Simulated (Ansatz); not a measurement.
Bulk crystal (Ru) after relaxation:

```cif
data_structure
_symmetry_space_group_name_H-M 'P6_3/mmc'
_symmetry_Int_Tables_number 194
_cell_length_a 2.7023
_cell_length_b 2.7023
_cell_length_c 4.2660
_cell_angle_alpha 90.000
_cell_angle_beta 90.000
_cell_angle_gamma 120.000
_cell_volume 26.98
loop_
_atom_site_label
_atom_site_type_symbol
_atom_site_symmetry_multiplicity
_atom_site_Wyckoff_symbol
_atom_site_fract_x
_atom_site_fract_y
_atom_site_fract_z
_atom_site_occupancy
Ru1 Ru 2 c 0.33333 0.66667 0.25000 1
```

Miller indices refer to the conventional cell of P6_3/mmc (No. 194), a = 2.702 Å, b = 2.702 Å, c = 4.266 Å, α = 90.00°, β = 90.00°, γ = 120.00°.

The (100) slab of 10 planes, 10.1 Å thick with 15 Å of vacuum as cut; outer planes Ru (top) and Ru (bottom).

Level of theory: DFT r2SCAN, scalar-relativistic, plane waves, PAW in Ansatz 0.2.0. Plane waves to 500 eV, a k mesh through Γ of 13×8×1 on the computed 10-atom cell and Gaussian smearing (0.10 eV); no spin polarisation. A dipole correction removes the field between periodic images along c.

With the atoms at the bulk's places:

```yaml
Surface_energy_mean_of_both_faces: 3.27 J/m²
Work_function: 4.79 eV
```

Q: What changes when all atoms relax within this surface cell and its symmetry?

A: The energy falls by 0.070 J/m² a face, and the largest move is 0.11 Å.

| Item | Value |
| --- | --- |
| Surface energy (mean of both faces) | 3.20 J/m² |
| Work function | 4.79 eV |

```
plane (bottom to top) atoms spacing to next, bulk (Å) relaxed (Å) change (%)
                    1     Ru                      0.780        0.684       -12.4
                    2     Ru                      1.560        1.546        -0.9
                    3     Ru                      0.780        0.761        -2.4
                    4     Ru                      1.560        1.590        +1.9
                    5     Ru                      0.780        0.762        -2.3
                    6     Ru                      1.560        1.590        +1.9
                    7     Ru                      0.780        0.761        -2.4
                    8     Ru                      1.560        1.546        -0.9
                    9     Ru                      0.780        0.684       -12.4
                   10     Ru
```